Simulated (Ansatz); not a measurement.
TePb (rock salt, space group No. 225) under volume change, PBE (plane waves, PAW; program Ansatz), scaled uniformly.

```
V (Å³/atom)  E − E(relaxed) (meV/atom)  P (GPa)
-----------  -------------------------  -------
32.237                            41.1     4.50
33.300                            17.2     2.74
34.362                             4.1     1.26
35.425                             0.0     0.00
36.488                             3.6    -1.06
37.551                               ?        ?
38.613                               ?        ?
```

**Question.** Fill in the missing entries.

**Answer.** 
- 37.551, E − E(relaxed) (meV/atom): 13.7
- 37.551, P (GPa): -1.96
- 38.613, E − E(relaxed) (meV/atom): 29.4
- 38.613, P (GPa): -2.73

**Question.** What does a third-order Birch–Murnaghan fit give for V₀, B₀ and B′?

**Answer.** V₀ = 35.43 Å³/atom, B₀ = 38.5 GPa, B′ = 4.5.

Space group Fm-3m (rock salt). Symmetry was held in the PBE relaxation. Spin–orbit coupling is left out wherever it is not named.

Potentials: the later of the program's two PAW sets.
